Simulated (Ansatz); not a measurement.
BeS:
```xyz
2
Lattice="0.0000 2.3169 2.3169 2.3169 0.0000 2.3169 2.3169 2.3169 0.0000" Properties=species:S:1:pos:R:3 pbc="T T T"
S      0.0000     0.0000     0.0000
Be     2.3169     2.3169     2.3169
```

Relaxed with r²SCAN. 

Task: HSE06 on this cell (Ansatz, a first-principles code, PAW) gives a gap of 1.73 eV. What does r²SCAN give?

Result: 1.33 eV.

Cost on shared cores: the r²SCAN run (SCF on a 10×10×10 mesh, then bands and DOS) very roughly 15 core-seconds, the HSE06 run (SCF on 8×8×8, then a few points) very roughly 80 core-seconds; the tasks are unlike.

Space group Fm-3m (rock salt). The start of the workflow was typed in or built on a structure type; neither database checked (COD, Materials Project) lists it. COD files the formula under space group No. 216, so this cell is another polymorph or a model. Its standing as an ambient phase is unchecked. The cell was relaxed with r²SCAN under the symmetry of its start; its stability against distortions is not shown here.

Potentials: the earlier of the program's two PAW sets.

Ansatz is a plane-wave DFT program.
